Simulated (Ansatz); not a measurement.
**Calculated coordination and ²⁰⁹Bi quadrupole coupling for BiTe under strain**

Cell: a structure deposited in the COD, relaxed with PBE at fixed cell and then changed (z stretched by 1 %, ions relaxed).

```
Bi Te
1.0
     4.42200    0.00000    0.00000
    -2.21100    3.82956    0.00000
     0.00000    0.00000   24.29050
Bi Te
6 6
Direct
  0.00000 0.00000 0.12527
  0.00000 0.00000 0.87473
  0.33333 0.66667 0.29128
  0.66667 0.33333 0.70872
  0.66667 0.33333 0.46520
  0.33333 0.66667 0.53480
  0.33333 0.66667 0.05458
  0.66667 0.33333 0.94542
  0.66667 0.33333 0.20878
  0.33333 0.66667 0.79122
  0.00000 0.00000 0.36277
  0.00000 0.00000 0.63723
```

Atom numbers follow the list; atoms alike are taken as one site, whose name carries the number of the first.

Level of theory: DFT, PBE, plane waves and PAW, scalar-relativistic, 420 eV cutoff, Γ-centred 11×11×2 k-points, Fermi–Dirac smearing 0.05 eV (Ansatz 0.2.0).

Q(²⁰⁹Bi) = -516.0 mb.

(1) Rank these Bi sites by |C_Q|, smallest first.
A. Bi3: 6 Te at 3.09–3.25 Å
B. Bi1: 6 Te at 3.08–3.26 Å
C. Bi5: 3 Bi at 3.06 Å, 3 Te at 3.56 Å

## Answers

(1) B (11.3 MHz, η = 0.00), A (35.1 MHz, η = 0.00), C (76.9 MHz, η = 0.00).

An axis of threefold or higher order runs through Bi1, Bi3 and Bi5, so V_zz lies along it and η is zero.

Spin–orbit coupling is left out, which shifts gradients on Bi by a few per cent in wide-gap crystals, and can shift them far more where the calculated gap is small or absent, as here. Newer work puts Q(²⁰⁹Bi) near −420 mb, which would lower these couplings by about a fifth. With a gap of 0.14 eV under a smearing of 0.05 eV the band edges are partly filled, so small gradients can hang on the smearing and the k-mesh.
